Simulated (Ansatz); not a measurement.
Phonons of BiF3-type GdMg₃

Level of theory: DFT, PBEsol, scalar-relativistic, collinear spin; plane waves to 420 eV with PAW datasets (Ansatz 0.2.0), Gaussian smearing of 0.15 eV. The datasets are Ansatz's generated set soft_2.

```yaml
crystal:
  lattice:
    - [0.00000, 3.63964, 3.63964]
    - [3.63964, 0.00000, 3.63964]
    - [3.63964, 3.63964, 0.00000]
  atoms:
    - { symbol: Gd, position: [0.00000, 0.00000, 0.00000] }
    - { symbol: Mg, position: [0.50000, 0.50000, 0.50000] }
    - { symbol: Mg, position: [0.25000, 0.25000, 0.25000] }
    - { symbol: Mg, position: [0.75000, 0.75000, 0.75000] }
```

The start was a prototype's sites filled with these elements; the Crystallography Open Database holds the compound in this structure.

Moments typed, the run going on from the state of an earlier one (μB, in the order of the atoms): 7.74, 0.0, 0.0, 0.0.

The spin moment ends at 7.15 μB for each cell as shown.

Force constants come from finite displacements in a 2×2×2 supercell (the unit cell's 8×8×8 k-mesh, folded to it); the long-range dipole term is not included. Points in reciprocal vectors of this cell: Γ = (0.000, 0.000, 0.000), X = (0.500, 0.000, 0.500), U = (0.625, 0.250, 0.625), K = (0.375, 0.375, 0.750), L = (0.500, 0.500, 0.500), W = (0.500, 0.250, 0.750).

Frequencies at the named points (cm⁻¹, imaginary ones negative):
| point | ω (cm⁻¹) |
| --- | --- |
| Γ | 0 0 0 162 162 162 197 197 197 237 237 237 |
| X | 50 50 83 150 150 188 195 202 202 213 233 233 |
| U | 48 61 76 148 151 172 202 207 210 220 224 234 |
| K | 48 61 76 148 151 172 202 207 210 220 224 234 |
| L | 61 61 68 137 137 171 212 214 216 216 232 232 |
| W | 56 68 68 138 163 163 207 210 211 224 224 227 |

**Question.** Is the structure dynamically stable along this path, and where does the spectrum end?

**Answer.** Yes: no branch is imaginary beyond numerical noise. The highest frequency is 237 cm⁻¹, between K and Γ. Points that don't fit the supercell are interpolated.

**Question.** What does the harmonic approximation give for the vibrational free energy, entropy and heat capacity?

**Answer.** Zero-point energy 30.1 meV/atom.
```tsv
T (K)	F_vib (meV/atom)	S (J/K per mole of atoms)	C_V (J/K per mole of atoms)
100	25.0	12.5	15.9
200	4.6	25.9	22.0
300	-27.2	35.1	23.5
400	-67.4	42.0	24.1
500	-113.8	47.4	24.4
600	-165.4	51.9	24.6
700	-221.2	55.7	24.7
800	-280.7	59.0	24.7
900	-343.4	61.9	24.8
1000	-408.9	64.5	24.8
```

The highest mode, 237 cm⁻¹, is worth 340 K. At 300 K the heat capacity has reached 94 % of the classical limit 3R = 24.9 J/K per mole of atoms: a mode at k_BT already holds 92 % of its classical share, and one at 1.5 k_BT 83 %.

The crystal is a metal or nearly so; low and unstable modes depend on mesh and smearing.

It ran for 7.3 min on 4 threads of Intel(R) Xeon(R) Platinum 8488C (Sapphire Rapids), with other jobs on the host, peak memory 6.8 GiB.

Without a U the 4f levels of Gd lie too near the Fermi level, so their share of the states there, and what hangs on it, is overstated. Spin–orbit coupling, which matters for such heavy elements, is left out. Site moments are of spin, integrated over atomic spheres. Only parallel moments were tried, so the real magnetic order may be another.
